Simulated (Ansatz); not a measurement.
A geometry of BeAu away from equilibrium: step 2 of the relaxation of a relaxed BeAu cell shaken by Gaussian noise of σ = 0.08 Å a coordinate. All values below come from PBEsol (plane waves to 420 eV, PAW, scalar-relativistic; Ansatz, a first-principles code). Γ-centred k-mesh 9×9×4 on the run's cell (coarser than for final values), Fermi–Dirac smearing 0.05 eV.

```xyz
8
Lattice="3.4882 0.0030 -0.0014 0.0030 3.5004 -0.0181 -0.0034 -0.0441 8.3942" Properties=species:S:1:pos:R:3 pbc="T T T"
Au    -0.0987    -0.0087     3.7128
Au    -0.0785    -0.1469     7.9179
Au     0.0921     1.7252     1.5242
Au     1.7139    -0.1388     5.7839
Be     1.7142     1.7020     3.8606
Be     1.7101     1.7006     8.0576
Be     0.0132     1.5961     6.0458
Be     1.6653     0.0402     1.8641
```

Task: Which atoms carry the largest force, and which way does it point?

Result: 0.98 eV/Å, on Au3 (atoms numbered as listed); on Au3 its components are (-0.13, -0.17, 0.96).

Task: What is the pressure?

Result: +2.3 GPa, compression positive.

Task: How far above the relaxed end point is this geometry?

Result: 0.08 eV/atom; the path ends in Pmm2 (No. 25).

No spin polarisation in the result.

The end of the path is a generated cell of BeAu: the first start was made by a random draw of sites in a space group, and the end was not matched to a known phase here, so it may be hypothetical.
